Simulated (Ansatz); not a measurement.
## Zn2InGaO5: the gap against volume

Zn2InGaO5, P6_3/mmc, a = 3.303 Å, c = 22.358 Å. The structure is a Materials Project entry; whether it is the stable form wasn't checked. Ansatz: PBEsol, PAW, 420 eV, Γ-centred 12×12×2 mesh on 18 atoms, Gaussian smearing 0.02 eV; no spin polarisation. Shape and atoms are relaxed at each volume; x = ln(V/V0) with V0 = 11.733 Å³/atom. The gap is read at the mesh points alone.

```
      x gap y (eV)
-0.1278       1.667
-0.0943       1.553
-0.0619       1.444
-0.0305           ?
 0.0000       1.238
 0.0296       1.141
 0.0583       1.050
 0.0953       0.932
```

Fit a straight line to the other rows, give the volume deformation potential of the gap and its pressure coefficient, and predict the missing gap. B0 = 164.3 GPa.

Means x = -0.01440, y = 1.2893; Σ(Δx)² = 0.04096, ΣΔxΔy = -0.1351; the slope is their ratio. y = 1.2418 − 3.2983 x. The slope is the deformation potential a = dE_g/d ln V = -3.30 eV, and dE_g/dP = −a/B0 = 20.1 meV/GPa. At x = -0.0305 the fit asked for gives 1.342 eV. The run gave 1.340 eV, so the fit is 0.002 eV too high, within the rms miss on the fitted rows (0.003 eV).

Semilocal functionals give gaps under the measured ones; where shallow d states of Zn, Cd, Cu or Ag mix into an O valence top, changes of the gap are off too.

Cost: 8 runs of about 40 core-minutes in all, on Arm Neoverse V1 (shared hosts).